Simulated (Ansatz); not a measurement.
Trial structure of P7Ru, not yet relaxed:

```
CELL_PARAMETERS angstrom
0.00000 4.17870 4.17870
4.17870 0.00000 4.17870
4.17870 4.17870 0.00000
ATOMIC_POSITIONS crystal
P 0.00000 0.00000 0.00000
P 0.00000 0.50000 0.00000
P 0.50000 0.00000 0.00000
P 0.00000 0.50000 0.50000
P 0.50000 0.00000 0.50000
P 0.00000 0.00000 0.50000
P 0.50000 0.50000 0.00000
Ru 0.50000 0.50000 0.50000
```

Theory: DFT PBE, scalar-relativistic, plane waves, PAW in Ansatz. Cutoff 420 eV; k points 4×4×4 on the computed 8-atom cell (Γ-centred); Gaussian smearing, width 0.10 eV; no spin polarisation.

The zero of energy is the elements' standard structures at the same level; no fitted shifts are applied. The references include black phosphorus.

Problem. Estimate its pressure, forces and energy as it stands.

Solution. The pressure is -16.7 GPa (it wants to contract), the largest force is 0.00 eV/Å (symmetry fixes the atoms), and the energy is +0.96 eV/atom against the elements. The shortest distance is 2.95 Å.

Problem. How much does it gain on relaxing, and where does it end?

Solution. Relaxing gains about 0.28 eV/atom (the start's value is from the coarse mesh, so the gain is rough) in 9 ionic steps and ends at +0.68 eV/atom on the finer mesh. The symmetry stays Fm-3m (No. 225). The volume per atom shrinks by 21.9 %, from 18.2 to 14.2 Å³. The shortest distance goes from 2.95 Å (P–Ru and P–P) to 2.72 Å (P–Ru and P–P). Conventional cell: a = 7.695 Å. Around P on a site of symmetry m-3m lie 12 P at 2.72 Å; around P on a site of symmetry mmm lie 10 P at 2.72 Å and 2 Ru at 2.72 Å; Ru is surrounded by 12 P at 2.72 Å.

The last run used an 8×8×8 mesh for its 8-atom cell and Gaussian smearing of 0.10 eV. The reference form of P is held partly by dispersion forces, which this level lacks. The relaxation can't lower the symmetry of the start. Symmetry constrained the relaxation, so the result can be a saddle point.
